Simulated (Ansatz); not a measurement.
The start is a generated cell, Ni placed in the AFLOW prototype A_tI2_139_a (A_a). A full variable-cell relaxation at zero pressure is run with r2SCAN (plane waves to 500 eV, PAW, scalar-relativistic; Ansatz, an electronic-structure program). The first steps use a coarse 17×17×17 k-mesh.

Starting cell:
```
Ni
1.0
   -1.49033     1.49033     1.22728
    1.49033    -1.49033     1.22728
    1.49033     1.49033    -1.22728
Ni
1
Direct
  0.00000   0.00000   0.00000
```
Spin-polarised start, with parallel moments on Ni.

### Question
How does the volume per atom move from start to end?

### Answer
-2.5 %, from 10.90 to 10.64 Å³/atom.

### Question
How do the shortest distances between atoms change?

### Answer
The closest pairs of elements (up to four, under 3.6 Å), start → end: Ni–Ni 2.44 → 2.41 Å.

### Question
What band gap does the relaxed structure have at this level?

### Answer
No gap (metallic).

### Question
What magnetic moments remain?

### Answer
Net 0.69 μB/atom, ferromagnetic.

### Question
What does it relax into? Give the structure.

### Answer

Space group I4/mmm (No. 139); a = b = 2.9232 Å, c = 2.4891 Å, α = β = γ = 90.00°

```tsv
atom	site	symmetry	x	y	z
Ni	2a	4/mmm	0.0000	0.0000	0.0000
```
(The calculation used a cell of 1 atom; values per cell refer to that cell.)

The space group stays I4/mmm (No. 139) (the run could not lower it); the end is AFLOW prototype A_tI2_139_a (A_a), with 1 atom in the primitive magnetic cell. Final values are on a 24×24×24 k-mesh of the relaxed cell. Spin state reached: ferromagnetic (net 0.69 μB/atom), from parallel starting moments; other spin orders were not run from this start. r2SCAN tends to overstate moments in metals.

The run could not lower the symmetry of its start; a shaken copy of this end point relaxes with r2SCAN to P6₃/mmc (No. 194), 0.04 eV/atom lower.

The relaxed structure here is a generated cell of Ni: the first start was made by placing the elements on the sites of a structure type, and the end was not matched to a known phase here, so it may be hypothetical. Known forms of Ni include space group No. 225.
